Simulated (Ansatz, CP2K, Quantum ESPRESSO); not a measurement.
**Ta: programs and potentials compared**

```xyz
7
Lattice="3.3026 0.0000 0.0000 0.0000 3.3026 0.0000 0.0000 0.0000 24.9077" Properties=species:S:1:pos:R:3 pbc="T T T"
Ta    1.6513    1.6513    7.5000
Ta    0.0000    0.0000    9.1513
Ta    1.6513    1.6513   10.8026
Ta    0.0000    0.0000   12.4538
Ta    1.6513    1.6513   14.1051
Ta    0.0000    0.0000   15.7564
Ta    1.6513    1.6513   17.4077
```

Alike in all runs: functional PBE; k mesh 8 × 8 × 1; occupations fermi-dirac, width 0.05 eV; no spin polarisation; no spin-orbit coupling.

| program and potentials | plane-wave cutoff (eV) | notes | band gap (eV) | largest force (eV/Å) |
| --- | --- | --- | --- | --- |
| Ansatz, Ansatz PAW | 420 | - | ? | ? |
| CP2K, POTENTIAL_UZH Ta GTH-PBE-q13; TZVP-MOLOPT-PBE-GTH basis | - | atomic basis | no gap | 1.140 |
| Quantum ESPRESSO, PseudoDojo 0.4.1 SR PBE standard | 789 | - | no gap | 1.125 |

Question: Estimate from the other rows what the run with Ansatz, Ansatz PAW gave.

Answer: No band gap; largest force 1.126 eV/Å. The other rows, which needn't bracket it: largest force 1.125 to 1.140.
